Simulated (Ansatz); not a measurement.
Problem. Name crystals whose computed values (DFT-r²SCAN in the program Ansatz with PAW potentials) fall in these windows: electron conductivity mass (mₑ) 0.060 to 0.073; gap (eV) 0.50 to 0.64; HSE06 gap (eV) 0.70 to 0.95.

Solution. 

```json
[
 {"crystal": "CdTe, P6_422 (Cd on 3c, Te on 3d)", "electron conductivity mass (mₑ)": "0.067", "gap (eV)": "0.59", "HSE06 gap (eV)": "0.87"}
]
```
Others may fit too.

Not the usual ambient phase: CdTe, P6_422 (Cd on 3c, Te on 3d). The cell was relaxed under the symmetry of its start. Scalar-relativistic: spin–orbit coupling is off unless named, which matters more the heavier the elements.

Potentials: the earlier of the program's two PAW sets. The files were generated under PBE; for other functionals the program regenerates the frozen cores, and for LDA and PBEsol the local potential too.
